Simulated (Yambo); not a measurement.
RPA spectrum of BeTe (zinc blende, space group F-43m, No. 216) on PBEsol bands in Yambo (12×12×12 mesh, 35 bands, 4 Ry local-field block, 0.2 eV broadening; field along x). CGrdSpXd merges neighbouring transition energies to save time; the report line [X-CG] gives the poles kept by one of the 4 MPI tasks, and where the merging fails may depend on that split.

```json
[
 {"CGrdSpXd asked (%)": "100", "share reached (%)": "100", "poles used (one task)": "3726", "static ε": "6.97", "largest change of Im ε (% of its maximum)": "0.0", "rough time": "1"},
 {"CGrdSpXd asked (%)": "70", "share reached (%)": "69", "poles used (one task)": "2608", "static ε": "6.98", "largest change of Im ε (% of its maximum)": "0.1", "rough time": "within a factor of two"},
 {"CGrdSpXd asked (%)": "30", "share reached (%)": "29", "poles used (one task)": "1112", "static ε": "6.98", "largest change of Im ε (% of its maximum)": "1.2", "rough time": "about 1/4"},
 {"CGrdSpXd asked (%)": "15", "share reached (%)": "0", "poles used (one task)": "15", "static ε": "7.98", "largest change of Im ε (% of its maximum)": "150", "rough time": "about 1/6"},
 {"CGrdSpXd asked (%)": "5", "share reached (%)": "0", "poles used (one task)": "15", "static ε": "7.98", "largest change of Im ε (% of its maximum)": "150", "rough time": "about 1/6"}
]
```

All runs end normally. In the runs at 15 %, 5 % few poles are left or the spectrum changes by over a quarter of its peak, and no warning says so. Times are rough ratios from shared machines. The k mesh wasn't tested; the rows compare only with each other.

Spin-orbit coupling is not included.

Geometry relaxed with PBEsol; primitive cell a = b = c = 3.9646 Å, α = β = γ = 60.00°.
